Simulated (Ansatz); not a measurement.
## Profile along the Sn–O line in SnO2 (rutile)

SnO2 (rutile)

```
CELL_PARAMETERS angstrom
      4.82756     0.00000     0.00000
      0.00000     4.82756     0.00000
      0.00000     0.00000     3.23791
ATOMIC_POSITIONS crystal
  Sn 0.00000 0.00000 0.00000
  Sn 0.50000 0.50000 0.50000
  O  0.30660 0.30660 0.00000
  O  0.80660 0.19340 0.50000
  O  0.19340 0.80660 0.50000
  O  0.69340 0.69340 0.00000
```

Fields along a shortest Sn–O line of a (-1 1 0) plane (2.09 Å), from Sn to O, interpolated on the slice's grid (step about 0.3 Å). Computed with PBE (plane waves to 420 eV, PAW, scalar-relativistic; Ansatz, a quantum-chemistry and plane-wave program). k mesh 7×7×10. These are valence fields of a PAW run, semicore shells included where kept as valence: close to a nucleus they are smooth pseudo fields. SnO2 was relaxed with its symmetry unable to fall. The PAW data are Ansatz's earlier set.

```csv
distance from Sn (Å),valence electron density (e/Å³),electron localisation function
0.00,12.96,x
0.21,11.15,x
0.42,7.40,0.02
0.63,3.18,0.09
0.84,1.04,0.19
1.04,0.62,0.29
1.25,0.82,0.56
1.46,1.78,0.81
1.67,4.06,0.75
1.88,7.17,x
2.09,8.33,x
```

x: too close to a nucleus for the ELF to mean much.

Density on the Sn–O line (2.09 Å) at its density minimum, 1.1 Å from Sn: 0.62 e/Å³. ELF at that point: 0.33.
